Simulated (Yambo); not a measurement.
```
CELL_PARAMETERS angstrom
      4.48465     0.00000     0.00000
     -2.24232     5.28938     0.00000
      0.00000     0.00000    14.80000
ATOMIC_POSITIONS crystal
  O  0.10911 0.84042 0.94001
  O  0.89089 0.15958 0.94001
  O  0.26868 0.15958 0.05999
  O  0.73132 0.84042 0.05999
  S  0.00000 0.00000 0.00000
  Cu 0.50000 0.50000 0.04691
  Cu 0.00000 0.50000 0.95309
```

Response from Yambo on norm-conserving PBEsol (Quantum ESPRESSO, 92 Ry, no spin-orbit coupling) bands: 6×6×1 mesh, 102 bands, 2 Ry local-field block, 0.2 eV broadening.

Task: Give the static in-plane polarisability without and with local fields along each axis.

Result: 
```
field along  α(0), independent particles (Å)  α(0), RPA with local fields (Å)  screening length 2πα (Å)
-----------  -------------------------------  -------------------------------  ------------------------
x                                       1.08                             0.93                       5.8
y                                       0.85                             0.84                       5.3
```
Electronic (clamped-ion) response only. PBEsol gaps are usually too small, which raises these values. Convergence of the RPA response with its 6×6×1 mesh was not tested. x, y and z are Cartesian axes of the cell as given.

Geometry relaxed with PBEsol.

This is a model layer cut from the bulk structure; whether it is stable on its own was not checked.
